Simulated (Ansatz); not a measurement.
MoS₂ in space group P-6m2 (No. 187; Mo on 1a, S on 2h), the program Ansatz at the r²SCAN+D4 level (PAW), all energies at zero smearing, with the estimated change up to a 700 eV cutoff added, with one set of potentials and settings (totals compare only within such a set). Cell of 3 atoms (1 Mo, 2 S): -6782.551 eV.

| element | reference phase | E (eV/atom) |
|---|---|---|
| Mo | Im-3m, 1 atoms in the cell | -4967.7974 |
| S | P2/c, 32 atoms in the cell | -905.9104 |

Formation energy per atom, worked out: (-6782.551 − 1×(-4967.7974) − 2×(-905.9104))/3 = -0.977 eV/atom (-94 kJ per mol of atoms), at 0 K, without zero-point energy or fitted corrections.

The first step of the workflow began from a Materials Project structure, measured or hypothetical; the Crystallography Open Database copy checked does not list it. It is not the phase usual at ambient conditions (space group No. 160, 194). The cell keeps a stress of up to 0.2 GPa. Symmetry was held in the r²SCAN+D4 relaxation; whether a distortion lowers the energy is not shown. The run is not spin-polarised. The references are the lowest solids computed at this level, not always the standard phases.

Potentials: the later of the program's two PAW sets.
